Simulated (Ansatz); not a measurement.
RbP2Ir2 in space group I4/mmm (No. 139; Rb on 2a, P on 4e, Ir on 4d), r²SCAN in the plane-wave PAW code Ansatz, all energies at zero smearing, with the estimated change up to a 700 eV cutoff added, with one set of potentials and settings (totals compare only within such a set). Cell of 5 atoms (1 Rb, 2 P, 2 Ir): -28697.526 eV.

```
element             reference phase  E (eV/atom)
-------  --------------------------  -----------
Rb        Cmcm, 2 atoms in the cell   -3278.0015
P         Cmce, 4 atoms in the cell    -759.1646
Ir       Fm-3m, 1 atoms in the cell  -11948.7272
```

Formation energy per atom, worked out: (-28697.526 − 1×(-3278.0015) − 2×(-759.1646) − 2×(-11948.7272))/5 = -0.748 eV/atom (-72 kJ per mol of atoms), at 0 K, without zero-point energy or fitted corrections.

The workflow started from a Materials Project entry (that database holds measured and hypothetical structures alike); the Crystallography Open Database copy checked does not list it. Its standing as an ambient phase is unchecked. Symmetry was held in the r²SCAN relaxation; whether a distortion lowers the energy is not shown. No spin polarisation was allowed. The references are the lowest solids computed at this level, not always the standard phases. Spin–orbit coupling is left out wherever it is not named.

Potentials: the later of the program's two PAW sets.
